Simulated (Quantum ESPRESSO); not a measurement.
# Strain and stress in Al3MgN3O

The results below are calculated, not measured. They come from pw.x of Quantum ESPRESSO 7.5, a plane-wave density functional program, with PseudoDojo standard norm-conserving files (v0.5 for PBE, v0.4.1 for LDA and PBEsol). The cells are made up: elements, strain and atom displacements were drawn at random, and nothing was relaxed. There is no spin polarisation, spin-orbit coupling or dispersion term.

The cell has 8 sites of a rocksalt lattice. Sites 1 to 4 hold Al Mg Al Al; sites 5 to 8 hold N N N O. Cell vectors in Å: (4.134, 0.012, 0.043); (0.012, 4.175, -0.042); (0.043, -0.043, 4.058). Settings: PBE, cutoff 1143 eV, 4 x 4 x 4 k mesh shifted by half a step, Fermi-Dirac smearing of 0.025 eV.

Each run adds the same strain along x and y to one cell, with the atoms carried along; the vectors above are those of run 4. Stress is positive in tension and P is minus a third of its trace. E is the free energy for each atom above the lowest run shown. The last column is band 21 less band 20 at Gamma, from a band step after each run.

| run | strain (%) | s_xx (GPa) | s_yy (GPa) | s_zz (GPa) | s_xy (GPa) | P (GPa) | E (meV/atom) | level step at Gamma (eV) |
| --- | --- | --- | --- | --- | --- | --- | --- | --- |
| 1 | -1.72 | -25.32 | -27.53 | -6.73 | 1.96 | 19.86 | 57.33 | 3.165 |
| 2 | -1.45 | -23.35 | -25.57 | -5.89 | 1.92 | 18.27 | 50.16 | 3.118 |
| 3 | -1.24 | -21.85 | -24.06 | -5.24 | 1.91 | 17.05 | 44.91 | 3.081 |
| 4 | 1.23 | -6.80 | -8.96 | 1.97 | 1.62 | 4.60 | 5.35 | 2.673 |
| 6 | 1.82 | -3.81 | -5.94 | 3.58 | 1.56 | 2.06 | 1.24 | 2.580 |
| 7 | 2.08 | -2.56 | -4.69 | 4.27 | 1.53 | 0.99 | 0.00 | 2.541 |
| 5 | 1.46 | ? | ? | ? | ? | ? | ? | ? |

A rerun of one of these cells at 1437 eV and k mesh 6 x 6 x 6 moved values by no more than 0.004 eV in the cell's energy, 0.02 GPa in stress and 0.003 eV/Å in force.

## Worked fit

A parabola through the six runs shown gives s_xx = -13.77 + 6.11 e - 0.347 e² GPa, with e in per cent and a scatter of 0.03 GPa. The slope is a stiffness of 611 ± 4 GPa for each unit of this strain at e = 0, the sum of the responses of s_xx to strain along x and along y. The atoms are clamped, and relaxing them would in general lower it. The error is the larger of the fit's own and the change that a cubic makes, rounded up.

## Withheld run

Question: what s_xx should run 5 give?

The fit gives -5.59 GPa. The calculation gave -5.61 GPa.

| run | strain (%) | s_xx (GPa) | s_yy (GPa) | s_zz (GPa) | s_xy (GPa) | P (GPa) | E (meV/atom) | level step at Gamma (eV) |
| --- | --- | --- | --- | --- | --- | --- | --- | --- |
| 5 | 1.46 | -5.61 | -7.75 | 2.60 | 1.60 | 3.59 | 3.51 | 2.636 |